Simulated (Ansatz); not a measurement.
Mg₂Si:
Space group Fm-3m (No. 225); a = 6.2601 Å, b = 6.2601 Å, c = 6.2601 Å, α = 90.00°, β = 90.00°, γ = 90.00°

| atom | site | symmetry | x | y | z |
|---|---|---|---|---|---|
| Si | 4a | m-3m | 0.0000 | 0.0000 | 0.0000 |
| Mg | 8c | -43m | 0.2500 | 0.2500 | 0.2500 |
(The calculation used a cell of 3 atoms; values per cell refer to that cell.)

Relaxed with LDA.

Task: Decompose the optical modes at the zone centre into irreducible representations, and say which are infrared and Raman allowed.

Result: Point group m-3m: Γ_opt = T1u + T2g. Infrared: T1u. Raman: T2g.

Task: Assign frequencies (DFPT, DFT-LDA in the program Ansatz with PAW potentials; without the LO–TO term).

Result: T2g 264, T1u 287 cm⁻¹.

The LDA relaxation kept the symmetry of its start; phonons on a q-mesh show no instability.

Potentials: the later of the program's two PAW sets.
